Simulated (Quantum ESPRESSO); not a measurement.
## CdS: magnetic shieldings

```xyz
4
Lattice="4.1688 0.0000 0.0000 -2.0844 3.6103 0.0000 0.0000 0.0000 6.7796" Properties=species:S:1:pos:R:3 pbc="T T T"
Cd     2.0844     1.2034     3.3913
Cd     0.0000     2.4069     0.0015
S      2.0844     1.2034     5.9442
S      0.0000     2.4069     2.5544
```
The geometry is a computed Materials Project entry, not a measured one. It is CdS in P6₃mc. Stability against distortions was not tested.

Computed: shieldings by PBE GIPAW on JTH datasets (Quantum ESPRESSO, modified build), 20 Ha, k-mesh 10×10×6 shifted, f-sum rule met within 0.014 %.

```json
[
 {"site": "Cd (atoms 1, 2)", "site symmetry": "3m", "σ_iso (ppm)": "2958", "span Ω (ppm)": "42"},
 {"site": "S (atoms 3, 4)", "site symmetry": "3m", "σ_iso (ppm)": "675", "span Ω (ppm)": "30"}
]
```

Ω = σ33 − σ11 of the symmetric part; where symmetry doesn't make it nil, it is less certain than σ_iso.

These are absolute shieldings with no macroscopic susceptibility term; δ = σ_ref − σ needs a reference computed alike. By our sweeps, such settings leave a few ppm in absolute σ on light atoms and up to some 20 ppm from Zn on. Spin–orbit coupling is left out; its weight grows with the heaviest atom, Cd here. No d partial waves on S: the paramagnetic term there is incompletely reconstructed. The band gap at this level is small, which makes the paramagnetic part of σ large and sensitive to the functional.
